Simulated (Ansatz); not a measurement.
SiGeO3:
```cif
data_GeO3Si
_chemical_formula_sum 'Si1 Ge1 O3'
_space_group_name_H-M_alt 'P4mm'
_space_group_IT_number 99
_space_group_name_Hall 'P 4 -2'
_cell_length_a 3.38929
_cell_length_b 3.38929
_cell_length_c 4.28237
_cell_angle_alpha 90.000
_cell_angle_beta 90.000
_cell_angle_gamma 90.000
loop_
_atom_site_label
_atom_site_type_symbol
_atom_site_symmetry_multiplicity
_atom_site_Wyckoff_symbol
_atom_site_fract_x
_atom_site_fract_y
_atom_site_fract_z
_atom_site_occupancy
Si1 Si 1 b 0.50000 0.50000 0.60093 1
Ge1 Ge 1 a 0.00000 0.00000 0.14622 1
O1 O 2 c 0.00000 0.50000 0.48276 1
O2 O 1 b 0.50000 0.50000 0.97753 1
```

Relaxed with LDA.

**Question.** Decompose the optical modes at the zone centre into irreducible representations, and say which are infrared and Raman allowed.

**Answer.** Point group 4mm: Γ_opt = 3A1 + B1 + 4E. Infrared: A1, E. Raman: A1, B1, E.

**Question.** Assign frequencies (DFPT, DFT-LDA in the program Ansatz with PAW potentials; without the LO–TO term).

**Answer.** E 100i, A1 271, B1 307, E 312, E 413, A1 518, E 738, A1 890 cm⁻¹.

Subscripts of B labels follow the axes of the standard setting.

The start of the workflow was typed in or built on a structure type; neither database checked (COD, Materials Project) lists it. Whether it is the stable phase at ambient conditions was not checked. The LDA relaxation kept the symmetry of its start. At this level the phase is dynamically unstable (imaginary phonons). A crystal of weakly bound units computed without a dispersion correction: the cell and the soft elastic constants depend strongly on that.

Potentials: the later of the program's two PAW sets.
